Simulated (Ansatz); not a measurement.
AlN (wurtzite)

```
CELL_PARAMETERS angstrom
      3.10656     0.00000     0.00000
     -1.55328     2.69036     0.00000
      0.00000     0.00000     9.95609
ATOMIC_POSITIONS crystal
  Al 0.33333 0.66667 0.49829
  Al 0.33333 0.66667 0.99829
  Al 0.66667 0.33333 0.24829
  Al 0.66667 0.33333 0.74829
  N  0.33333 0.66667 0.18911
  N  0.33333 0.66667 0.68911
  N  0.66667 0.33333 0.43911
  N  0.66667 0.33333 0.93911
```

A phonon eigenvector at A = (0.0, 0.0, 0.5) is frozen into this cell: atom i moves by Q times the vector below, so Q is the largest atomic displacement, in Å. The cell is held. It is one choice among 4 degenerate patterns. (q is in reciprocal vectors of the primitive cell; the cell shown is doubled to hold the pattern.)

| atom | x | y | z |
|---|---|---|---|
| Al1 | 0.000 | 0.031 | 0.000 |
| Al2 | 0.000 | -0.031 | 0.000 |
| Al3 | 0.000 | 0.496 | 0.000 |
| Al4 | 0.000 | -0.496 | 0.000 |
| N5 | 0.000 | -1.000 | 0.000 |
| N6 | 0.000 | 1.000 | 0.000 |
| N7 | 0.000 | -0.171 | 0.000 |
| N8 | 0.000 | 0.171 | 0.000 |

Computed with r2SCAN (plane waves to 500 eV, PAW, scalar-relativistic; Ansatz, a first-principles code). k mesh 12×12×4 (Γ-centred), Fermi-Dirac smearing 0.05 eV. E stands for the smeared free energy. AlN was relaxed with its symmetry unable to fall. The PAW data are Ansatz's earlier set. ΔE is measured from the undisplaced structure.

Estimate the ΔE (meV/cell) for Q (Å) = -0.180, -0.150, -0.120, -0.030, 0.120, 0.180.


```csv
Q (Å),ΔE (meV/cell)
-0.180,1205
-0.150,820
-0.120,516
-0.030,31
0.120,516
0.180,1205
```

(A displaced cell: forces are minus the slopes of the energy, force constants its curvatures, and phonons follow from these.)
